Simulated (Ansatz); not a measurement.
A relaxed cell of B5W2 is given with its symmetry left out. It was relaxed at this level from a cell as deposited in COD.

All numbers below come from DFT PBE, scalar-relativistic, plane waves, PAW (Ansatz 0.2.0). Cutoff 420 eV, Γ-centred mesh, Gaussian smearing, no spin polarisation.

```
CELL_PARAMETERS angstrom
1.54793 0.89370 7.13126
-1.54793 0.89370 7.13126
0.00000 -1.78739 7.13126
ATOMIC_POSITIONS crystal
B 0.18526 0.18526 0.18526
B 0.81474 0.81474 0.81474
B 0.33103 0.33103 0.33103
B 0.66897 0.66897 0.66897
B 0.50000 0.50000 0.50000
W 0.07666 0.07666 0.07666
W 0.92334 0.92334 0.92334
```

Formation energies are uncorrected and refer to the elements' standard structures at the same level.

Question: Find its symmetry and describe it.

Answer: R-3m (No. 166). Conventional cell: a = 3.096 Å, c = 21.394 Å. B on a site of symmetry 3m has 3 B at 1.83 Å, 3 B at 1.96 Å and 4 W at 2.32–2.35 Å; B on a second site of symmetry 3m is surrounded by 3 B at 1.79 Å and 6 W at 2.39–2.46 Å; around B on a site of symmetry -3m lie 6 B at 1.83 Å and 6 W at 2.63 Å; W is surrounded by 10 B at 2.32–2.46 Å and 3 B at 2.63 Å.

Question: How far does it lie from the elements in energy?

Answer: +0.25 eV/atom. It can't be a ground state, since the elements alone are lower.

Question: Is it a metal?

Answer: Yes, bands cross the Fermi level on the 12×12×12 mesh.

The last run used a 12×12×12 mesh for its 7-atom cell and Gaussian smearing of 0.10 eV. Spin–orbit coupling, which can matter for W, is left out. The cell is a metal run without spin; a magnetic state may lie lower. A structure relaxed within its symmetry needn't be a true minimum.
